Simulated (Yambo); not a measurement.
Yambo run on KMgF3 (cubic perovskite, space group Pm-3m, No. 221). The wavefunctions come from this Quantum ESPRESSO step (PBEsol, PseudoDojo standard norm-conserving files, scalar-relativistic):

```
&CONTROL
  calculation = 'nscf'
  pseudo_dir = './pseudo'
  outdir = './out'
/
&SYSTEM
  ibrav = 0
  nat = 5
  ntyp = 3
  ecutwfc = 84.0
  ecutrho = 336.0
  occupations = 'fixed'
  force_symmorphic = .true.
  nbnd = 125
/
&ELECTRONS
  conv_thr = 5e-09
  diago_full_acc = .true.
  diago_thr_init = 1e-08
/
ATOMIC_SPECIES
F 18.9984 F.upf
Mg 24.3050 Mg.upf
K 39.0983 K.upf
CELL_PARAMETERS angstrom
  3.978470000000   0.000000000000   0.000000000000
  0.000000000000   3.978470000000   0.000000000000
  0.000000000000   0.000000000000   3.978470000000
ATOMIC_POSITIONS crystal
F   0.000000000000   0.500000000000   0.000000000000
F   0.500000000000   0.000000000000   0.000000000000
F   0.000000000000   0.000000000000   0.500000000000
Mg   0.000000000000   0.000000000000   0.000000000000
K   0.500000000000   0.500000000000   0.500000000000
K_POINTS automatic
4 4 4 0 0 0
```

Yambo input:

```
rim_cut
gw0
dyson
el_el_corr
HF_and_locXC
ppa
em1d
RandQpts= 1000000
RandGvec= 1 Ry
EXXRLvcs= 84 Ry
VXCRLvcs= 336 Ry
Chimod= "HARTREE"
% BndsRnXp
 2 | 123 |
%
NGsBlkXp= 8 Ry
% LongDrXp
 1.0 | 1.0 | 1.0 |
%
PPAPntXp= 27.2114 eV
% GbndRnge
 1 | 123 |
%
GTermKind= "BG"
DysSolver= "n"
ExtendOut
% QPkrange
 1 | 1 | 20 | 21 |
 3 | 3 | 20 | 21 |
 6 | 6 | 20 | 21 |
 10 | 10 | 20 | 21 |
%
```

k points by index: 1 = Γ, 3 = X, 6 = M, 10 = R.

Table of the .qp output:

```
#    K-point    Band    Eo [eV]    E [eV]    E-Eo [eV]    Vxc [eV]    Vnlxc [eV]    Sc|Eo [eV]    Sc|E [eV]    dSc/dw|Eo [eV]    Re(Z)    Im(Z)
#
    1    20    -0.327864    -3.046796    -2.718931    -22.54478    -30.39236    4.560684    5.128650    -5.684132    0.827206    -0.590451E-3
    1    21    7.206779    8.665963    1.459184    -11.03342    -6.281357    -3.120793    -3.292875    -3.208943    0.894513    -0.552513E-3
    3    20    -0.541130    -3.303754    -2.762623    -22.14680    -30.07736    4.587687    5.167944    -5.715210    0.826425    -0.914863E-3
    3    21    10.01835    11.89851    1.880158    -12.36843    -7.205794    -3.040844    -3.282480    -3.497089    0.886119    -0.529759E-3
    6    20    -0.021169    -2.730489    -2.709321    -22.65508    -30.59452    4.657939    5.230113    -5.746462    0.825641    -0.942208E-3
    6    21    10.86084    13.24881    2.387972    -13.67117    -7.754722    -3.214780    -3.528472    -3.574475    0.883892    -0.731195E-3
    10    20    0.000000    -2.706107    -2.706107    -22.71266    -30.65769    4.666986    5.238926    -5.750925    0.825529    -0.947389E-3
    10    21    10.36419    12.54168    2.177489    -11.47062    -5.739958    -3.294222    -3.553172    -3.235954    0.893719    -0.405829E-3
```
(The two width columns are left out.) Convergence of these settings isn't established.

Geometry of the Materials Project entry, not relaxed at this level.
